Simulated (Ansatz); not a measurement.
**CsNbNiO₂F₄ — field gradients at the nuclei**

The cell is a computed structure from the Materials Project (it need not be an observed phase), atoms as given.

```cif
data_structure
_symmetry_space_group_name_H-M 'P 1'
_symmetry_Int_Tables_number 1
_cell_length_a 7.4299
_cell_length_b 7.4299
_cell_length_c 7.3831
_cell_angle_alpha 119.491
_cell_angle_beta 119.491
_cell_angle_gamma 90.881
_cell_volume 290.39
loop_
_atom_site_label
_atom_site_type_symbol
_atom_site_fract_x
_atom_site_fract_y
_atom_site_fract_z
_atom_site_occupancy
Cs1 Cs 0.62600 0.37400 0.50000 1
Cs2 Cs 0.36390 0.63610 0.00000 1
Nb3 Nb 0.48385 0.00059 0.75931 1
Nb4 Nb 0.99941 0.51615 0.24069 1
Ni5 Ni 0.99892 0.00002 0.74832 1
Ni6 Ni 0.99998 0.00108 0.25168 1
O7 O 0.93474 0.69260 0.13364 1
O8 O 0.30740 0.06526 0.86636 1
O9 O 0.70737 0.29263 0.00000 1
O10 O 0.31587 0.68413 0.50000 1
F11 F 0.93021 0.67042 0.50210 1
F12 F 0.92746 0.07254 0.50000 1
F13 F 0.67374 0.92149 0.99987 1
F14 F 0.32958 0.06979 0.49790 1
F15 F 0.07928 0.32136 0.39230 1
F16 F 0.67864 0.92072 0.60770 1
F17 F 0.06515 0.93485 0.00000 1
F18 F 0.07851 0.32626 0.00013 1
```

Sites (sets of like atoms) are named by element and the number of their first atom in this list.

Level of theory: DFT, PBE+U (U = 5.0 eV on Ni d), plane waves and PAW, scalar-relativistic, collinear spin, 420 eV cutoff, Γ-centred 4×4×5 k-points, Fermi–Dirac smearing 0.02 eV (Ansatz 0.2.0). Start moments as typed (μB): 0 0 0 0 2 -2 0 0 0 0 0 0 0 0 0 0 0 0 by atom.

Conventions: |V_zz| ≥ |V_yy| ≥ |V_xx|, η = (V_xx − V_yy)/V_zz, C_Q = eQV_zz/h. ν_Q = 3|C_Q|/[2I(2I − 1)].

¹³³Cs: I = 7/2, Q = -3.430 mb; 93Nb: I = 9/2, Q = -320.0 mb; 61Ni: I = 3/2, Q = 162.0 mb; ¹⁷O: I = 5/2, Q = -25.58 mb. Nuclear quadrupole moments: year-2017 set (Pyykkö).

(1) What field gradients does the calculation give at each kind of site?

## Answers

(1) 

| site | atoms (order as listed) | first shell | C_Q (MHz) | η | ν_Q (MHz) |
| --- | --- | --- | --- | --- | --- |
| Cs1 | 1 | 13 F at 3.12–3.81 Å, 5 O at 3.28–3.79 Å | -0.194 | 0.04 | 0.014 |
| Cs2 | 2 | 11 F at 3.11–3.90 Å, 7 O at 3.64–3.82 Å | -0.169 | 0.39 | 0.012 |
| Nb | 3, 4 | 3 O at 1.80–1.97 Å, 3 F at 2.02–2.16 Å | -108 | 0.58 | 4.49 |
| Ni | 5, 6 | 1 O at 1.96 Å, 5 F at 1.98–2.06 Å | 21.2 | 0.10 | 10.6 |
| O7 | 7, 8 | 1 Nb at 1.80 Å, 1 Ni at 1.96 Å, angle 143°; also 1 Cs at 3.33 Å | 1.57 | 0.81 | 0.236 |
| O9 | 9 | 2 Nb at 1.95 Å, angle 159° | -0.701 | 0.36 | 0.105 |
| O10 | 10 | 2 Nb at 1.97 Å, angle 133°; also 1 Cs at 3.28 Å | -0.813 | 0.82 | 0.122 |

F has no stable isotope with a ground-state quadrupole moment in the table, so these sites are left out.

The largest force is 1.1 eV/Å, so the atoms aren't at the calculated equilibrium and relaxing them would move these values. Without spin–orbit coupling (the program notes it for Cs and Nb) the gradients are little affected as a rule: paired runs on crystals with a gap mostly move them by under 2 % at such atoms. With these PAW files V_zz is typically within 2 to 3 % of all-electron values, but misses above 10 % occur on Ni. The magnetic order is the one that the run reached from its start moments, not necessarily the measured one.
